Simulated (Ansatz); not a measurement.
One crystal and one scan (energy over volume and axial ratio) at two levels, r2SCAN (plane waves to 500 eV, PAW, scalar-relativistic; Ansatz, a first-principles code) and PBE (plane waves to 420 eV, PAW, scalar-relativistic; Ansatz), each from its own relaxed cell and on its own mesh. The cell shown is that of r2SCAN.

NiO (rock salt)

```xyz
2
Lattice="0.0000 2.0953 2.0953 2.0953 0.0000 2.0953 2.0953 2.0953 0.0000" Properties=species:S:1:pos:R:3 pbc="T T T"
O      0.0000     0.0000     0.0000
Ni     2.0953     2.0953     2.0953
```

Grid over V/V₀ and (c/a)/(c/a)₀, subscript 0 meaning the relaxed cell; the conventional c axis lies along z; no internal relaxation.

Energies are smeared free energies. NiO is run spin-polarised and with no Hubbard U; the real compound is an antiferromagnetic insulator, a state that this run doesn't describe. NiO was relaxed with its symmetry unable to fall. Relaxed NiO ends ferromagnetic. The PAW data are Ansatz's earlier set. The magnetic order is the one the run started from; other orders were not tried. (PBE) Relaxed NiO ends ferromagnetic. (r2SCAN) Relaxed NiO ends ferromagnetic. With partly filled bands, the response to shear is sensitive to the k mesh, so small differences along c/a are uncertain. Percentages come from the unrounded values. Both scans cover V/V₀ from 0.920 to 1.080 and (c/a)/(c/a)₀ from 0.960 to 1.040.

Results of r2SCAN:

| Property | Result |
|---|---|
| Lattice constant a (Å) | 4.191 |
| Magnetic moment of the relaxed cell (μB/cell) | 2.00 |
| Band gap of the relaxed cell, no spin-orbit coupling (eV) | 0.85 |
| Shear modulus C′ = (C11 − C12)/2 (fit, atoms clamped) (GPa) | 126 |

Task: What does PBE give for the same quantities?

Result: 
| quantity | PBE | r2SCAN − PBE |
|---|---|---|
| Lattice constant a (Å) | 4.217 | -0.026 (-0.6 %) |
| Magnetic moment of the relaxed cell (μB/cell) | 1.80 | +0.20 (+11 %) |
| Band gap of the relaxed cell, no spin-orbit coupling (eV) | 0.00 | +0.85 |
| Shear modulus C′ = (C11 − C12)/2 (fit, atoms clamped) (GPa) | 40 | +86 (+216 %) |

r2SCAN gives the higher value for: magnetic moment of the relaxed cell; band gap of the relaxed cell, no spin-orbit coupling; shear modulus C′. r2SCAN gives the lower value for: lattice constant a.

(A scan under strain: stresses follow from slopes of the energy per volume, elastic moduli from its curvatures.)
